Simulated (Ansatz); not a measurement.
An Ansatz (a first-principles code) run. Input:

Ansatz 0.2 input:
```yaml
crystal:
  lattice:
    - [-2.3229109646, 2.3229109646, 7.2533681313]
    - [2.3229109646, -2.3229109646, 7.2533681313]
    - [2.3229109646, 2.3229109646, -7.2533681313]
  atoms:
    - { symbol: Cs, position: [0.3568194678, 0.3568194678, 0.0] }
    - { symbol: Cs, position: [0.6431805322, 0.6431805322, 0.0] }
    - { symbol: Hg, position: [0.0, 0.0, 0.0] }
    - { symbol: F, position: [0.154504737, 0.154504737, 0.0] }
    - { symbol: F, position: [0.845495263, 0.845495263, 0.0] }
    - { symbol: F, position: [0.0, 0.5, 0.5] }
    - { symbol: F, position: [0.5, 0.0, 0.5] }
kpoints:
  mp_grid: { grid: [5, 5, 5] }
hamiltonian:
  xc: hse06
  pseudopotentials: { kind: paw }
scf:
  n_extra_bands: 7
  occupations: { method: fixed }
output:
  eigenvalues: true
  eigenstates:
    e_range: [-9.0, 11.9]
    kpoints:
      - [-0.005208, -0.005208, -0.494792]  # VBM
      - [0.0, 0.0, 0.0]  # CBM
```

Output (shortened):

```
basis.fft_grid_basis auto: the FFT boxes are laid along the combinations [[1, 0, 1], [0, 1, 1], [0, 0, 1]] of the cell's own vectors, 4.646, 4.646 and 7.963 Å …
Pseudopotentials: kind: paw
Pseudopotential: Cs, paw, valence charge 9
Pseudopotential: Hg, paw, valence charge 20
Pseudopotential: F, paw, valence charge 7
Functional definition: HSE06
davidson cushion auto → on  (no smearing: the cushion is to keep the highest requested band from converging to the state above it …
Crystal: 7 atoms, lattice volume = 156.554 Å³
Basis set: ecut = 420 eV, 3097 PW (Γ), FFT grids on a1+a3, a2+a3, a3
Bands: 40, of which v1, the nominal top of the filled ones, is band 33 counted from 1 (32 counted from 0)
Symmetry: 16 space group operations
Space group: I4/mmm (ITA 139), of the structure as read, at distance tolerance 5.4e-5 Å
k-points: 18 of 125
PAW frozen core: Cs, regenerated for the run's functional, and the local potential with it
PAW frozen core: Hg, regenerated for the run's functional, and the local potential with it
PAW frozen core: F, regenerated for the run's functional, and the local potential with it
Initial wavefunctions: pseudopotential atomic-orbital guess
Eigensolver: davidson
Functional: x = pbe(κ = 0.804, μ = 0.2195149727645171), c = pbe(β = 0.06672455060314922), warm-up for x = pbe(κ = 0.804, μ = 0.2195149727645171) + 0.25 (exact …
SCF iter   1: F=—  HF=-28392.642265 eV  |F-HF|=—  |Δ(HF+E_count)|=         —  Δρ=1.82e-3  dr2=3.52e-3  ethr=1.77e-3  ⟨swp⟩=11.4  Hψ=3672  notcnv=0
preconditioner: auto → none
SCF iter   2: F=—  HF=-28392.644220 eV  |F-HF|=—  |Δ(HF+E_count)|=   1.95e-3  Δρ=1.20e-3  dr2=1.62e-3  ethr=5.34e-6  ⟨swp⟩=6.3  Hψ=2832  notcnv=0  defer=3
SCF iter   3: F=-28392.643976 eV  HF=-28392.644020 eV  |F-HF|=4.32e-5  |Δ(HF+E_count)|=   2.00e-4  Δρ=4.90e-4  dr2=2.11e-4  ethr=2.45e-6  ⟨swp⟩=3.5  Hψ=1933  notcnv=0  defer=2
SCF 1 stopped early in 3 iterations: F = -28392.643976 eV  dr2 = 2.11e-4
Crystal: 7 atoms, lattice volume = 156.554 Å³
Initial density: handed on by an earlier stage of this run
Initial wavefunctions: those handed on with the density
Functional: x = pbe(κ = 0.804, μ = 0.2195149727645171) + 0.25 (exact − pbe) at short range (hse, ω = 0.20786987370883472 Å⁻¹), c = pbe(β = 0.06672455060314922); HSE06 as pw.x's `hse` composes it (authors' and Libxc's form: `xc: wpbeh`)
Exchange kernel: α = 0.2500, screened, ω = 0.2079 Å⁻¹, Wigner–Seitz truncation, v(0) = 1046.7653 eV·Å³, q-mesh 5×5×5, nearest image of the exchange supercell L …
Frozen-core exchange: fock
SCF iter   1: F=—  HF=-28405.002706 eV  |F-HF|=—  |Δ(HF+E_count)|=         —  Δρ=9.53e-3  dr2=1.48e-1  ethr=3.20e-6  ⟨swp⟩=7.2  Hψ=3807  notcnv=0
preconditioner: auto → none
SCF iter   2: F=—  HF=-28404.965573 eV  |F-HF|=—  |Δ(HF+E_count)|=   3.71e-2  Δρ=6.74e-3  dr2=2.80e-2  ethr=3.20e-6  ⟨swp⟩=5.0  Hψ=2961  notcnv=0
SCF iter   3: F=—  HF=-28404.984669 eV  |F-HF|=—  |Δ(HF+E_count)|=   1.91e-2  Δρ=2.75e-3  dr2=6.95e-3  ethr=3.20e-6  ⟨swp⟩=4.2  Hψ=2616  notcnv=0
SCF iter   4: F=—  HF=-28404.982613 eV  |F-HF|=—  |Δ(HF+E_count)|=   2.06e-3  Δρ=1.11e-3  dr2=1.20e-3  ethr=3.20e-6  ⟨swp⟩=3.0  Hψ=1781  notcnv=0
SCF iter   5: F=—  HF=-28404.984198 eV  |F-HF|=—  |Δ(HF+E_count)|=   1.58e-3  Δρ=8.60e-4  dr2=8.78e-4  ethr=1.39e-6  ⟨swp⟩=3.6  Hψ=1972  notcnv=0
SCF iter   6: F=—  HF=-28404.983986 eV  |F-HF|=—  |Δ(HF+E_count)|=   2.12e-4  Δρ=3.34e-4  dr2=1.72e-4  ethr=1.27e-6  ⟨swp⟩=3.7  Hψ=1889  notcnv=0
iter 7 solved again at ethr=1.42e-9 eV; its pass at ethr=2.03e-7 eV (dr2=9.40e-7 eV) is discarded
SCF iter   7: F=-28404.983949 eV  HF=-28404.983949 eV  |F-HF|=1.72e-7  |Δ(HF+E_count)|=   3.69e-5  Δρ=4.46e-5  dr2=2.00e-6  ethr=1.42e-9  ⟨swp⟩=4.7  Hψ=4125  notcnv=0
SCF 2 stopped early in 7 iterations: F = -28404.983949 eV  dr2 = 2.00e-6
hybrid outer 1: dexx = +3.074e-2 eV, tail = 6.47e-5 eV
Crystal: 7 atoms, lattice volume = 156.554 Å³
Exchange kernel: α = 0.2500, screened, ω = 0.2079 Å⁻¹, Wigner–Seitz truncation, v(0) = 1046.7653 eV·Å³, q-mesh 5×5×5, nearest image of the exchange supercell L …
Frozen-core exchange: fock
SCF iter   1: F=—  HF=-28404.984281 eV  |F-HF|=—  |Δ(HF+E_count)|=         —  Δρ=6.63e-5  dr2=4.04e-6  ethr=4.90e-7  ⟨swp⟩=3.2  Hψ=1840  notcnv=0
preconditioner: auto → none
iter 2 solved again at ethr=3.85e-10 eV; its pass at ethr=5.14e-9 eV (dr2=2.54e-7 eV) is discarded
SCF iter   2: F=—  HF=-28404.984281 eV  |F-HF|=—  |Δ(HF+E_count)|=   5.68e-7  Δρ=2.24e-5  dr2=3.24e-7  ethr=3.85e-10  ⟨swp⟩=3.3  Hψ=3759  notcnv=0
SCF iter   3: F=-28404.984281 eV  HF=-28404.984281 eV  |F-HF|=4.75e-8  |Δ(HF+E_count)|=   4.66e-7  Δρ=8.35e-6  dr2=5.98e-8  ethr=3.85e-10  ⟨swp⟩=4.8  Hψ=2145  notcnv=0  defer=26
SCF 3 converged in 3 iterations: F = -28404.984281 eV  dr2 = 5.98e-8
hybrid outer 2: dexx = +8.963e-7 eV, tail = 1.68e-7 eV, Δε = 2.68e-3 eV (about 1.46e-4 eV left of the loop's levels)
the search or the solves at the SCF's close seem to have found levels that the self-consistency loop had missed (the run counts 2) …
NSCF: frozen V_eff on 2 k-points
hybrid SCF converged: 2 outer / 10 inner (+3 warm-up), last move |dexx| = 8.96e-7 eV, tail = 1.68e-7 eV
Stability not checked (fock_operator)
Free energy (F): -28404.984282 eV
Frozen-core exchange: fock
Harris-Foulkes:  -28404.984282 eV  (|F-HF|=4.75e-8)
Internal energy: -28404.984282 eV  (E = F + TS)
E sigma→0 (E₀):  -28404.984282 eV
Fermi energy:    3.051470 eV
--- Per-component energies (eV) ---
  E_band       = -836.671065
  E_kinetic    = 1721.039553
  E_local      = -7913.347316  (includes V_loc(G=0)·N_el)
  E_nonlocal   = 428.450027
  E_hartree    = 3373.870448
  E_xc         = -711.135734
  E_vxc        = -735.717030  (∫ρ·V_xc dr)
  E_exx        = -216.668856  (= α·E_x^exact, valence–valence)
  E_paw        = -20854.555023  (= ΣΔE_a)
  E_vpaw       = -651.502136  (= ΣTr[D̂ρ^β])
  E_aug_tail   = 0.009219  (compensation charges beyond the density's cutoff)
  E_ewald      = -4230.378114
  E_core_change = -2.268486  (= ΣΔE_core)
  E_smearing   =  0.000000  (= −TS)
  E_closure    =  0.000000  (closes the sum)
  Σ components = -28404.984282   (vs F -28404.984282, Δ=0.00e0)
  [band-id]    e_kinetic+e_local+e_nonlocal+2·e_hartree+e_vxc+2·e_exx+e_vpaw+e_augmentation_tail = -836.664498   (vs E_band -836.671065, Δ=6.57e-3)
--- Band table (eV; the first three rows and the last of 18) ---
  k-point 0: bands = ["-112.7645", "-60.0833", "-60.0833", "-60.0673", "-19.7672", "-19.5673", "-19.1310", "-19.0523", "-16.8136", "-16.8007", "-3.3076", "-2.8319", "-2.8319", "-2.7679", "-2.7679", "-2.5473", "-1.9410", "-1.3282", "-1.3282", "-1.2726", "-0.8659", "-0.3104", "-0.3104", "0.0585", "0.5596", "0.7165", "0.7165", "1.1775", "1.2186", "1.2186", "1.4781", "1.4781", "1.6712", "7.0755", "10.9873", "11.0638", "11.7655", "12.0967", "12.6818", "13.2606"]
  k-point 1: bands = ["-112.7645", "-60.0835", "-60.0835", "-60.0674", "-19.7030", "-19.5708", "-19.1229", "-19.0512", "-16.8165", "-16.8129", "-3.3699", "-3.0572", "-2.8008", "-2.7963", "-2.7763", "-2.5018", "-2.1762", "-2.1167", "-1.5692", "-1.4121", "-1.3745", "-1.0785", "0.2793", "0.6733", "0.7618", "0.8467", "1.0061", "1.0613", "1.1697", "1.3436", "1.5056", "1.6245", "2.4741", "7.9910", "11.3167", "11.4457", "12.4930", "12.7044", "12.9975", "13.4449"]
  k-point 2: bands = ["-112.7645", "-60.0838", "-60.0838", "-60.0675", "-19.5959", "-19.5762", "-19.1151", "-19.0554", "-16.8320", "-16.7983", "-3.4826", "-3.3789", "-3.1006", "-3.0237", "-3.0096", "-2.7939", "-2.7728", "-2.5673", "-1.7971", "-1.4643", "-1.4267", "-1.3591", "0.6097", "0.8885", "0.9876", "1.1288", "1.1364", "1.1914", "1.2657", "1.4448", "1.5899", "3.0383", "3.0480", "9.5798", "11.0634", "11.6805", "11.8356", "12.3595", "13.1534", "13.2887"]
  k-point 17: bands = ["-112.7645", "-60.0835", "-60.0833", "-60.0673", "-19.7286", "-19.5703", "-19.0966", "-19.0898", "-16.8120", "-16.8090", "-2.9781", "-2.9681", "-2.9206", "-2.9008", "-2.7307", "-2.5752", "-2.1860", "-1.7565", "-1.5125", "-1.3959", "-1.3488", "-0.2972", "0.1977", "0.5510", "0.6600", "0.7229", "0.7832", "0.9226", "1.1025", "1.2443", "1.3816", "1.3829", "2.2433", "7.9023", "10.7075", "11.0677", "12.1343", "12.9134", "13.0329", "13.1304"]
  band table: 40 of 40 bands, residual norms ≤ 1.0e-3 eV
```

Cost: roughly 6 core-minutes on shared cores.

The points marked VBM and CBM come from a semilocal run.

The workflow started from a Materials Project entry (that database holds measured and hypothetical structures alike); the Crystallography Open Database copy checked does not list it. Its standing as an ambient phase is unchecked. The r²SCAN relaxation kept the symmetry of its start; its stability against distortions is not shown here. Spin–orbit coupling is left out wherever it is not named.

Potentials: the later of the program's two PAW sets.

Ansatz is a plane-wave DFT program.
